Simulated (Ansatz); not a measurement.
Ansatz (a program for electronic structure) input:

Ansatz 0.2 input:
```yaml
crystal:
  lattice:
    - [6.9570715858, 0.0, 0.0]
    - [0.0, 6.9570715858, 0.0]
    - [0.0, 0.0, 4.1303596286]
  atoms:
    - { symbol: K, position: [0.0, 0.5, 0.5] }
    - { symbol: K, position: [0.5, 0.0, 0.5] }
    - { symbol: Pt, position: [0.0, 0.0, 0.0] }
    - { symbol: Cl, position: [0.2333036899, 0.7666963101, 0.0] }
    - { symbol: Cl, position: [0.7666963101, 0.2333036899, 0.0] }
    - { symbol: Cl, position: [0.2333036899, 0.2333036899, 0.0] }
    - { symbol: Cl, position: [0.7666963101, 0.7666963101, 0.0] }
kpoints:
  mp_grid: { grid: [4, 4, 6] }
  band_path:
    path:
      - [[0.0, 0.0, 0.0], [0.0, 0.5, 0.0], [0.5, 0.5, 0.0], [0.0, 0.0, 0.0], [0.0, 0.0, 0.5], [0.0, 0.5, 0.5], [0.5, 0.5, 0.5], [0.0, 0.0, 0.5]]  # Γ-X-M-Γ-Z-R-A-Z
      - [[0.0, 0.5, 0.0], [0.0, 0.5, 0.5]]  # X-R
      - [[0.5, 0.5, 0.0], [0.5, 0.5, 0.5]]  # M-A
      - [VBM, CBM]
    npoints: 8
basis: { xc_grid: 2 }
hamiltonian:
  xc: pbesol
  pseudopotentials: { kind: paw }
magnetization: { noncollinear: true, spin_orbit: true }
scf:
  n_extra_bands: 14
  convergence: { dr2_threshold: 0.0000000001 }
  occupations: { method: gaussian, width: 0.01 }
checkpoint: { write: soc.run }
output: { eigenvalues: true }
```

Output (shortened):

```
Pseudopotential: K, paw_fr, valence charge 9
Pseudopotential: Pt, paw_fr, valence charge 18
Pseudopotential: Cl, paw_fr, valence charge 7
Functional definition: PBEsol
non-collinear run that drives no moment, with spin-orbit …
Crystal: 7 atoms, lattice volume = 199.913 Å³
Basis set: ecut = 420 eV, 3897 PW (Γ), exchange–correlation on 96×96×60 points (8 copies of the dense FFT grid, shifted against one another)
Bands: 78, of which v1, the nominal top of the filled ones, is band 64 counted from 1 (63 counted from 0)
Symmetry: 16 space group operations + 16 with time reversal
k-points: 24 of 96
Projection manifold: j_resolved (fully-relativistic pseudo-atomic orbitals)
SCF iter   1: F=—  HF=-19705.840155 eV  |F-HF|=—  |Δ(HF+E_count)|=         —  Δρ=5.34e-2  dr2=7.27e0  dr2_m=0.00e0 (ungated)  ethr=3.10e-3  |M|=0.00e0 ∫|m|=0.00e0 μB  |m|>n=0.0e0 m-floor=0.0e0 τ_xc=0.0e0  β_m=0.30  ⟨swp⟩=10.0  Hψ=4871  notcnv=0  defer=42
preconditioner: auto → Resta (q_TF=auto, 2.257 Å⁻¹)
spin=Noncollinear: Resta preconditioning applied to the charge; magnetization (m_x, m_y, m_z) channels mix plain (no charge-response kernel on spin).
SCF iter   2: F=—  HF=-19704.020457 eV  |F-HF|=—  |Δ(HF+E_count)|=    1.82e0  Δρ=3.46e-2  dr2=3.26e0  dr2_m=0.00e0 (ungated)  ethr=3.10e-3  |M|=0.00e0 ∫|m|=0.00e0 μB  |m|>n=0.0e0 m-floor=0.0e0 τ_xc=0.0e0  β_m=0.58  ⟨swp⟩=2.8  Hψ=1771  notcnv=0  defer=214
SCF iter   3: F=—  HF=-19702.508499 eV  |F-HF|=—  |Δ(HF+E_count)|=    1.51e0  Δρ=6.95e-3  dr2=1.69e-1  dr2_m=0.00e0 (ungated)  ethr=3.10e-3  |M|=0.00e0 ∫|m|=0.00e0 μB  |m|>n=0.0e0 m-floor=0.0e0 τ_xc=0.0e0  β_m=0.79  ⟨swp⟩=4.0  Hψ=1819  notcnv=0  defer=218
SCF iter   4: F=—  HF=-19702.456980 eV  |F-HF|=—  |Δ(HF+E_count)|=   5.15e-2  Δρ=2.60e-3  dr2=2.97e-2  dr2_m=0.00e0 (ungated)  ethr=2.64e-4  |M|=0.00e0 ∫|m|=0.00e0 μB  |m|>n=0.0e0 m-floor=0.0e0 τ_xc=0.0e0  β_m=0.77  ⟨swp⟩=4.1  Hψ=1816  notcnv=0  defer=220
SCF iter   5: F=—  HF=-19702.456481 eV  |F-HF|=—  |Δ(HF+E_count)|=   4.99e-4  Δρ=1.37e-3  dr2=6.16e-3  dr2_m=0.00e0 (ungated)  ethr=4.64e-5  |M|=0.00e0 ∫|m|=0.00e0 μB  |m|>n=0.0e0 m-floor=0.0e0 τ_xc=0.0e0  β_m=0.75  ⟨swp⟩=3.0  Hψ=1532  notcnv=0  defer=220
SCF iter   6: F=—  HF=-19702.457972 eV  |F-HF|=—  |Δ(HF+E_count)|=   1.49e-3  Δρ=3.82e-4  dr2=7.21e-4  dr2_m=0.00e0 (ungated)  ethr=9.62e-6  |M|=0.00e0 ∫|m|=0.00e0 μB  |m|>n=0.0e0 m-floor=0.0e0 τ_xc=0.0e0  β_m=0.84  ⟨swp⟩=3.5  Hψ=1581  notcnv=0  defer=220
SCF iter   7: F=—  HF=-19702.459286 eV  |F-HF|=—  |Δ(HF+E_count)|=   1.31e-3  Δρ=1.29e-4  dr2=1.02e-4  dr2_m=0.00e0 (ungated)  ethr=1.13e-6  |M|=0.00e0 ∫|m|=0.00e0 μB  |m|>n=0.0e0 m-floor=0.0e0 τ_xc=0.0e0  β_m=0.92  ⟨swp⟩=3.2  Hψ=1285  notcnv=0  defer=220
SCF iter   8: F=—  HF=-19702.459603 eV  |F-HF|=—  |Δ(HF+E_count)|=   3.17e-4  Δρ=3.59e-5  dr2=4.73e-6  dr2_m=0.00e0 (ungated)  ethr=1.60e-7  |M|=0.00e0 ∫|m|=0.00e0 μB  |m|>n=0.0e0 m-floor=0.0e0 τ_xc=0.0e0  β_m=0.96  ⟨swp⟩=2.9  Hψ=1373  notcnv=0  defer=220
SCF iter  12: F=-19702.459922 eV  HF=-19702.459922 eV  |F-HF|=1.53e-10  |Δ(HF+E_count)|=   3.70e-9  Δρ=1.38e-7  dr2=6.98e-11  dr2_m=0.00e0 (ungated)  ethr=1.00e-12  |M|=0.00e0 ∫|m|=0.00e0 μB  |m|>n=0.0e0 m-floor=0.0e0 τ_xc=0.0e0  ⟨swp⟩=16.2  Hψ=4479  notcnv=0
SCF 1 converged in 12 iterations: F = -19702.459922 eV  dr2 = 6.98e-11
NSCF: frozen V_eff on 40 k-points
NSCF: frozen V_eff on 40 k-points
NSCF: frozen V_eff on 40 k-points
NSCF: frozen V_eff on 21 k-points
NSCF: frozen V_eff on 12 k-points
NSCF: frozen V_eff on 5 k-points
NSCF: frozen V_eff on 5 k-points
NSCF: frozen V_eff on 5 k-points
NSCF: frozen V_eff on 84 k-points
SCF converged after 12 iterations
Magnetization: |M| = 0.0000 μB,  M = (+0.0000, +0.0000, +0.0000) μB
Absolute magnetization: 0.0000 μB (∫|m|)
  site 0: m = (+0.0000, +0.0000, +0.0000) μB, |m| = 0.0000 μB  (R = 1.33 Å)
  site 1: m = (+0.0000, +0.0000, +0.0000) μB, |m| = 0.0000 μB  (R = 1.33 Å)
  site 2: m = (+0.0000, +0.0000, +0.0000) μB, |m| = 0.0000 μB  (R = 0.95 Å)
  site 3: m = (+0.0000, +0.0000, +0.0000) μB, |m| = 0.0000 μB  (R = 0.95 Å)
  site 4: m = (+0.0000, +0.0000, +0.0000) μB, |m| = 0.0000 μB  (R = 0.95 Å)
  site 5: m = (+0.0000, +0.0000, +0.0000) μB, |m| = 0.0000 μB  (R = 0.95 Å)
  site 6: m = (+0.0000, +0.0000, +0.0000) μB, |m| = 0.0000 μB  (R = 0.95 Å)
Free energy (F): -19702.459922 eV
Harris-Foulkes:  -19702.459922 eV  (|F-HF|=1.53e-10)
Internal energy: -19702.459922 eV  (E = F + TS)
E sigma→0 (E₀):  -19702.459922 eV
Fermi energy:    4.555696 eV
--- Per-component energies (eV) ---
  E_band       = -745.105163
  E_kinetic    = 1790.664132
  E_local      = -6234.511933  (includes V_loc(G=0)·N_el)
  E_nonlocal   = 335.248775
  E_hartree    = 2406.365283
  E_xc         = -950.646551
  E_vxc        = -1114.512220  (∫ρ·V_xc dr)
  E_paw        = -13433.445747  (= ΣΔE_a)
  E_vpaw       = -334.725116  (= ΣTr[D̂ρ^β])
  E_aug_tail   = 0.000506  (compensation charges beyond the density's cutoff)
  E_ewald      = -3616.957265
  E_core_change = 0.822878  (= ΣΔE_core)
  E_smearing   =  0.000000  (= −TS)
  E_closure    =  0.000000  (closes the sum)
  Σ components = -19702.459922   (vs F -19702.459922, Δ=0.00e0)
  [band-id]    e_kinetic+e_local+e_nonlocal+2·e_hartree+e_vxc+e_vpaw+e_augmentation_tail = -745.105291   (vs E_band -745.105163, Δ=-1.28e-4)
--- Band table (eV; the first three rows and the last of 24) ---
  k-point 0: bands = ["-93.5249", "-93.5249", "-58.9164", "-58.9164", "-44.2446", "-44.2446", "-43.5543", "-43.5543", "-25.0999", "-25.0999", "-25.0973", "-25.0973", "-11.5887", "-11.5887", "-11.0700", "-11.0700", "-11.0224", "-11.0224", "-10.9246", …
  k-point 1: bands = ["-93.5249", "-93.5249", "-58.9165", "-58.9165", "-44.2446", "-44.2446", "-43.5546", "-43.5546", "-25.0975", "-25.0975", "-25.0951", "-25.0951", "-11.5972", "-11.5972", "-11.0367", "-11.0367", "-10.9873", "-10.9873", "-10.9114", …
  k-point 2: bands = ["-93.5249", "-93.5249", "-58.9165", "-58.9165", "-44.2445", "-44.2445", "-43.5551", "-43.5551", "-25.0929", "-25.0929", "-25.0908", "-25.0908", "-11.6150", "-11.6150", "-10.9667", "-10.9667", "-10.9131", "-10.9131", "-10.8848", …
  k-point 23: bands = ["-93.5249", "-93.5249", "-58.9165", "-58.9165", "-44.2445", "-44.2445", "-43.5554", "-43.5554", "-25.0896", "-25.0896", "-25.0896", "-25.0896", "-11.4193", "-11.4193", "-11.0092", "-11.0092", "-11.0014", "-11.0014", "-10.9553", …
```

Cost: about 10 core-minutes (a rough figure) on shared cores.

Space group P4/mmm. The first step of the workflow began from a Materials Project structure, measured or hypothetical; the Crystallography Open Database files this formula in space group No. 123, but the cells were not matched. Whether it is the stable phase at ambient conditions was not checked. The PBEsol relaxation kept the symmetry of its start; its stability against distortions is not shown here. No spin polarisation was allowed.

Potentials: the later of the program's two PAW sets.

Ansatz is a plane-wave DFT program.
